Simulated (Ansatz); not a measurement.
HfRh₃:
```yaml
crystal:
  lattice:
    - [3.86451, 0.00000, 0.00000]
    - [0.00000, 3.86451, 0.00000]
    - [0.00000, 0.00000, 3.86451]
  atoms:
    - { symbol: Hf, position: [0.00000, 0.00000, 0.00000] }
    - { symbol: Rh, position: [0.50000, 0.00000, 0.50000] }
    - { symbol: Rh, position: [0.00000, 0.50000, 0.50000] }
    - { symbol: Rh, position: [0.50000, 0.50000, 0.00000] }
```

Relaxed with LDA. Special points in fractions of this cell's reciprocal vectors: Γ (0.000, 0.000, 0.000); X (0.000, 0.500, 0.000); M (0.500, 0.500, 0.000); R (0.500, 0.500, 0.500).

Question: List the band energies nearest the Fermi level at these points for the program Ansatz at the LDA level (PAW).

Answer: In eV from the Fermi level; about four levels below and three above (degenerate sets whole), none deeper than 8.9 eV; points with the same levels are listed once.

| k | below | above |
|---|---|---|
| Γ | -2.15 -2.15 -2.15 -0.19 -0.19 | 0.75 1.24 1.24 1.24 |
| X | -1.20 -1.09 -1.09 -0.99 | 0.08 1.25 2.05 2.05 |
| M | -1.45 -1.45 -1.44 -0.85 -0.74 | 2.84 2.84 3.39 3.39 |
| R | -2.10 -2.10 -2.10 -1.68 -1.68 | 0.82 0.82 0.82 |

Space group Pm-3m (Cu3Au type). The first step of the workflow began from a Materials Project structure, measured or hypothetical; the Crystallography Open Database files this formula in space group No. 221, but the cells were not matched. Whether it is the stable phase at ambient conditions was not checked. The cell was relaxed with LDA under the symmetry of its start; of distortions, only those at the zone centre were tested. No spin polarisation was allowed. Spin–orbit coupling is left out wherever it is not named.

Potentials: the later of the program's two PAW sets.
